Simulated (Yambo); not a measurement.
Consider the following.

```
Na2CO3
1.0
    4.58854    -2.64271     0.00000
    4.58854     2.64271     0.00000
   -0.62332     0.00000     6.25418
C O Na
2 6 4
Direct
  0.33034   0.33034   0.75481
  0.66966   0.66966   0.24519
  0.61226   0.18550   0.73963
  0.38774   0.81450   0.26037
  0.81450   0.38774   0.26037
  0.18550   0.61226   0.73963
  0.19248   0.19248   0.78833
  0.80752   0.80752   0.21167
  0.00000   0.00000   0.00000
  0.00000   0.00000   0.50000
  0.32621   0.32621   0.22867
  0.67379   0.67379   0.77133
```

Workflow: PBEsol (pw.x of Quantum ESPRESSO, ONCV potentials, scalar-relativistic), then G0W0 in Yambo (2×2×2 Γ-centred k mesh, bands 5 to 232 and a 7 Ry block in the screening, 232 bands in G with the Bruneval-Gonze terminator, plasmon pole fitted at 27.2 eV).

Give the PBEsol and G0W0 gaps between the band edges found on this mesh, and say where the edges lie.

Edges: Γ → Γ. PBEsol: 3.29 eV; G0W0: 6.14 eV. Nearest settings tried, and what they do to the gap: 155 bands in G: -3 meV; 155 bands in W, 155 bands in G: +43 meV; 6 Ry block (245 vectors against 331): -50 meV; 2×2×1 mesh: -112 meV. So the settings aren't converged at that level. The k mesh is coarse. 

Geometry of the Materials Project entry, not relaxed at this level.
